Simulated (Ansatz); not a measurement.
Polymorphs of SrO, each relaxed with the program Ansatz at the HSE06 level (PAW):

A: NiAs type (P6_3/mmc)
a = b = 3.545 Å, c = 6.196 Å, α = β = 90.00°, γ = 120.00°

```json
[
 {"atom": "Sr", "site": "2c", "symmetry": "-6m2", "x": "0.3333", "y": "0.6667", "z": "0.2500"},
 {"atom": "O", "site": "2a", "symmetry": "-3m.", "x": "0.0000", "y": "0.0000", "z": "0.0000"}
]
```

B: P6_3/mmc
a = 4.263 Å, b = 4.263 Å, c = 5.138 Å, α = 90.00°, β = 90.00°, γ = 120.00°

```
atom  site  symmetry       x       y       z
----  ----  --------  ------  ------  ------
Sr      2d      -6m2  0.6667  0.3333  0.2500
O       2c      -6m2  0.3333  0.6667  0.2500
```

C: rock salt (Fm-3m)
a = b = c = 5.1535 Å, α = β = γ = 90.00°

```
atom  site  symmetry       x       y       z
----  ----  --------  ------  ------  ------
Sr      4b      m-3m  0.5000  0.5000  0.5000
O       4a      m-3m  0.0000  0.0000  0.0000
```

Problem. Order them by energy per atom at 0 K (lowest first) at the level HSE06.

Solution. C (+0 meV/atom), B (+63 meV/atom), A (+94 meV/atom)

Problem. Give each one's gap.

Solution. A 4.54 eV; B 4.02 eV; C 4.79 eV.

Not the usual ambient phase: A; B. All cells were relaxed under the symmetry of their starts (and spin orders); stability against distortions was not tested throughout. Spin–orbit coupling is left out wherever it is not named.

Potentials: the later of the program's two PAW sets.
